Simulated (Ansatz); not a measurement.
Mo:
```yaml
crystal:
  lattice:
    - [4.62191, 0.00000, 0.00000]
    - [-2.31095, 4.00269, 0.00000]
    - [0.00000, 0.00000, 2.53446]
  atoms:
    - { symbol: Mo, position: [0.00000, 0.00000, 0.00000] }
    - { symbol: Mo, position: [0.66667, 0.33333, 0.50000] }
    - { symbol: Mo, position: [0.33333, 0.66667, 0.50000] }
```

Relaxed with PBEsol. Special points in fractions of this cell's reciprocal vectors: Γ (0.000, 0.000, 0.000); M (0.500, 0.000, 0.000); K (0.333, 0.333, 0.000); A (0.000, 0.000, 0.500); L (0.500, 0.000, 0.500); H (0.333, 0.333, 0.500).

Problem. List the band energies nearest the Fermi level at these points for plane-wave PAW PBEsol (Ansatz code).

Solution. In eV from the Fermi level; about four levels below and three above (degenerate sets whole), none deeper than 8.9 eV; points with the same levels are listed once.

```json
[
 {"k": "Γ", "below": "-2.13 -2.13 -0.54 -0.54", "above": "1.83 1.83 1.90 1.90"},
 {"k": "M", "below": "-3.07 -2.70 -2.23 -2.17", "above": "0.86 1.27 2.06 2.06"},
 {"k": "K", "below": "-2.98 -0.96 -0.75 -0.75", "above": "1.54 1.54 1.59"},
 {"k": "A", "below": "-2.70 -1.44 -1.22 -1.22", "above": "0.14 0.14 2.50 2.50"},
 {"k": "L", "below": "-2.06 -1.89 -0.25 -0.18", "above": "1.20 1.30 2.22"},
 {"k": "H", "below": "-0.91 -0.91 -0.19 -0.19 -0.09", "above": "3.47 3.88 4.21"}
]
```

Space group P6/mmm. The start of the workflow was typed in or built on a structure type; neither database checked (COD, Materials Project) lists it. It is not the phase usual at ambient conditions (space group No. 229). The PBEsol relaxation kept the symmetry of its start. At this level the phase is dynamically unstable (imaginary phonons). The run is not spin-polarised. Spin–orbit coupling is left out wherever it is not named.

Potentials: the earlier of the program's two PAW sets. The files were generated under PBE; for other functionals the program regenerates the frozen cores, and for LDA and PBEsol the local potential too.
